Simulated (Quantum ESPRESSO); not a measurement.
Parts of the isotropic shielding in LiCl, by PBE GIPAW on JTH datasets (Quantum ESPRESSO, modified build), 25 Ha, k-mesh 5×5×5 shifted:

```xyz
2
Lattice="0.0000 2.5294 2.5675 2.5294 0.0000 2.5675 2.5294 2.5294 0.0000" Properties=species:S:1:pos:R:3 pbc="T T T"
Li     0.0000     0.0000     0.0000
Cl     2.5294     2.5294     2.5675
```
The cell was made here from a computed Materials Project entry: strained by +1 % along the cube axis and by -0.5 % across it, atoms relaxed (PBE without dispersion, pw.x of Quantum ESPRESSO, symmetry kept). The parent is LiCl in Fm-3m. Stability against distortions was not tested.

The core term is that of the free atom's frozen core; the paramagnetic column sums the reconstruction terms. Shieldings are absolute and leave out the bulk-susceptibility term; a larger σ means a smaller chemical shift. By our sweeps, such settings leave a few ppm in absolute σ. The datasets of Cl hold no d projectors, which limits absolute σ on these atoms.

```tsv
site	core	bare (smooth current)	diamagnetic correction	paramagnetic corrections	σ_iso (ppm)
Li (atom 1)	0.0	12.6	69.3	?	?
Cl (atom 2)	1050.8	83.5	-12.0	?	?
```

Question: Some entries are withheld; supply them.

Answer: 
- Li (atom 1), paramagnetic corrections: -1.3
- Li (atom 1), σ_iso (ppm): 80.5
- Cl (atom 2), paramagnetic corrections: -212.9
- Cl (atom 2), σ_iso (ppm): 909.5
